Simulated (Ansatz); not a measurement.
Relaxed-ion elastic tensor of BaTe (rock salt, Fm-3m) in GPa (Voigt order), plane-wave PAW PBEsol (Ansatz code); density 5.26 g/cm³, 41.81 Å³ per atom.

```tsv
	1	2	3	4	5	6
1	78.3	9.0	9.0	0.0	0.0	0.0
2	9.0	78.3	9.0	0.0	0.0	0.0
3	9.0	9.0	78.3	0.0	0.0	0.0
4	0.0	0.0	0.0	11.0	0.0	0.0
5	0.0	0.0	0.0	0.0	11.0	0.0
6	0.0	0.0	0.0	0.0	0.0	11.0
```

Task: Is the crystal mechanically stable?

Result: Yes: the smallest eigenvalue of C is 11.0 GPa.

Task: Work out the Voigt, Reuss and Hill averages.

Result: K_V = 32.1, K_R = 32.1, K_H = 32.1; G_V = 20.5, G_R = 15.2, G_H = 17.8 GPa.

Task: Give Young's modulus, Poisson's ratio, Pugh's ratio and the universal anisotropy index.

Result: E = 9KG/(3K + G) = 45.1 GPa; ν = 0.27; K/G = 1.80 (near the Pugh limit of 1.75, no verdict); A_U = 5G_V/G_R + K_V/K_R − 6 = 1.74.

Task: Estimate the sound speeds and the Debye temperature.

Result: v_l = √((K + 4G/3)/ρ) = 3260 m/s, v_t = √(G/ρ) = 1840 m/s, mean 2050 m/s; Θ = (h/k)(3n/4πV)^(1/3) v_m = 176 K.

Task: Give the Zener ratio and Young's modulus along [100], [110] and [111].

Result: A = 2C44/(C11 − C12) = 0.32; 1/E = S11 − 2(S11 − S12 − S44/2)Γ with Γ = 0, 1/4, 1/3 gives 76.4, 35.1, 29.7 GPa.

Task: Solve the Christoffel equation for the three sound speeds along [100], [110], [111].

Result: Eigenvalues of C_ijkl n_j n_l equal ρv². In km/s, slowest first: [100] 1.45, 1.45, 3.86; [110] 1.45, 2.57, 3.22; [111] 2.26, 2.26, 2.98.

The cell was relaxed with PBEsol under the symmetry of its start. Scalar-relativistic: spin–orbit coupling is off unless named, which matters more the heavier the elements.

Potentials: the later of the program's two PAW sets.
